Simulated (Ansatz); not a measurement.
Re:
```
Re
1.0
    2.77568     0.00000     0.00000
   -1.38784     2.40381     0.00000
    0.00000     0.00000     8.95670
Re
4
Direct
  0.00000   0.00000   0.00000
  0.00000   0.00000   0.50000
  0.33333   0.66667   0.25000
  0.66667   0.33333   0.75000
```

Relaxed with PBE. Special points in fractions of this cell's reciprocal vectors: Γ (0.000, 0.000, 0.000); M (0.500, 0.000, 0.000); K (0.333, 0.333, 0.000); A (0.000, 0.000, 0.500); L (0.500, 0.000, 0.500); H (0.333, 0.333, 0.500).

List the band energies nearest the Fermi level at these points for PBE in the plane-wave PAW code Ansatz.

In eV from the Fermi level; about four levels below and three above (degenerate sets whole), none deeper than 8.9 eV; points with the same levels are listed once.

```json
[
 {"k": "Γ", "below": "-1.21 -1.21 -1.09 -1.09", "above": "0.49 0.63 0.63"},
 {"k": "M", "below": "-2.71 -2.08 -2.00 -0.80", "above": "0.30 0.31 1.09"},
 {"k": "K", "below": "-2.18 -2.17 -0.06 -0.06", "above": "1.62 1.62 2.93"},
 {"k": "A", "below": "-1.42 -1.42 -1.42 -1.42 -1.11 -1.11", "above": "1.15 1.15 1.15 1.15"},
 {"k": "L", "below": "-1.40 -1.40 -0.67 -0.67", "above": "0.26 0.26 2.66 2.66"},
 {"k": "H", "below": "-2.19 -2.19 -0.03 -0.03", "above": "1.06 1.06 3.15 3.15"}
]
```

Space group P6_3/mmc (dhcp (α-La type)). The workflow started from a Materials Project entry (that database holds measured and hypothetical structures alike). Its sites differ from those of the usual phase in this space group: another stacking or structure type. Symmetry was held in the PBE relaxation; whether a distortion lowers the energy is not shown. No spin polarisation was allowed. Spin–orbit coupling is left out wherever it is not named.

Potentials: the earlier of the program's two PAW sets.
